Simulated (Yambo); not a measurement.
NH4Br (space group P-43m, No. 215), G0W0@LDA (Yambo, plasmon pole, terminator in G, 4×4×4 mesh): gap M → Γ in eV by bands and screening block.

```tsv
bands (W and G)	2 Ry	4 Ry	6 Ry	8 Ry	10 Ry
27	[?]	6.39	6.43	[?]	6.48
45	6.13	6.32	6.38	6.42	6.45
73	[?]	6.32	6.40	6.45	6.49
106	6.08	6.33	6.42	6.48	6.53
141	6.08	6.33	6.43	6.50	6.55
```

Problem. Estimate the withheld gaps from their neighbours; the computed values follow.

Solution. 
- 27, 2 Ry: 6.24
- 27, 8 Ry: 6.46
- 73, 2 Ry: 6.09

The largest settings aren't shown to be the converged limit.

Spin-orbit coupling is not included.

Geometry of the Materials Project entry, not relaxed at this level; primitive cell a = b = c = 4.0001 Å, α = β = γ = 90.00°.
